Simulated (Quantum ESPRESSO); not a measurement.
## Band energies of LiGa

```
LiGa
1.0
    0.00000     3.08092     3.08092
    3.08092     0.00000     3.08092
    3.08092     3.08092     0.00000
Li Ga
2 2
Cartesian
  3.08092   3.08092   3.08092
  4.62137   4.62137   4.62137
  0.00000   0.00000   0.00000
  1.54046   1.54046   1.54046
```

LDA (pw.x of Quantum ESPRESSO, ONCV potentials, scalar-relativistic); path ΓXWKΓLUWLK,UX; energies in eV from the Fermi level.

| k (1/Å) | point | band 12 | band 13 | band 14 | band 15 | band 16 | band 17 | band 18 | band 19 |
|---|---|---|---|---|---|---|---|---|---|
| 0.00 | Γ | -15.36 | -10.58 | 0.46 | 0.48 | 0.48 | 0.48 | 1.00 | 1.00 |
| 0.45 |  | -15.35 | -9.94 | -3.10 | -2.03 | -2.03 | 0.47 | 1.40 | 4.02 |
| 1.02 | X | -15.34 | -7.35 | -7.35 | -3.33 | -3.33 | 0.01 | 0.01 | 7.44 |
| 1.53 | W | -15.32 | -7.28 | -7.28 | -3.84 | -3.84 | 2.08 | 2.08 | 3.86 |
| 1.65 |  | -15.32 | -7.56 | -7.02 | -4.02 | -3.52 | 1.36 | 2.30 | 4.13 |
| 1.89 | K | -15.32 | -7.78 | -6.85 | -4.17 | -2.83 | 0.10 | 2.42 | 5.32 |
| 2.21 |  | -15.33 | -8.93 | -5.55 | -3.81 | -1.60 | 0.35 | 3.17 | 3.63 |
| 2.76 |  | -15.35 | -10.43 | -1.59 | -0.87 | 0.43 | 0.73 | 1.18 | 2.19 |
| 2.97 | Γ | -15.36 | -10.58 | 0.46 | 0.48 | 0.48 | 0.48 | 1.00 | 1.00 |
| 3.27 |  | -15.36 | -10.31 | -2.57 | -0.35 | -0.35 | 0.42 | 1.91 | 1.91 |
| 3.76 |  | -15.35 | -9.02 | -6.21 | -1.04 | -1.04 | -0.11 | 0.94 | 0.94 |
| 3.85 | L | -15.35 | -8.91 | -6.38 | -1.05 | -1.05 | -0.13 | 0.89 | 0.89 |
| 4.27 |  | -15.32 | -8.34 | -6.41 | -3.81 | -2.35 | 0.23 | 3.38 | 3.43 |
| 4.48 | U | -15.32 | -7.78 | -6.85 | -4.17 | -2.83 | 0.10 | 2.42 | 5.32 |
| 4.84 | W | -15.32 | -7.28 | -7.28 | -3.84 | -3.84 | 2.08 | 2.08 | 3.86 |
| 5.29 |  | -15.33 | -8.67 | -6.34 | -2.90 | -1.96 | 0.67 | 1.62 | 2.82 |
| 5.56 | L | -15.35 | -8.91 | -6.38 | -1.05 | -1.05 | -0.13 | 0.89 | 0.89 |
| 5.74 |  | -15.34 | -8.81 | -6.36 | -2.23 | -1.49 | 0.36 | 1.55 | 1.65 |
| 6.19 | K | -15.32 | -7.78 | -6.85 | -4.17 | -2.83 | 0.10 | 2.42 | 5.32 |
| 6.19 | U | -15.32 | -7.78 | -6.85 | -4.17 | -2.83 | 0.10 | 2.42 | 5.32 |
| 6.55 | X | -15.34 | -7.35 | -7.35 | -3.33 | -3.33 | 0.01 | 0.01 | 7.44 |

A metal at this level: along this path bands 14, 15, 16, 17 cross the Fermi level.

Spin-orbit splittings are left out.

Geometry of the Materials Project entry, not relaxed at this level.
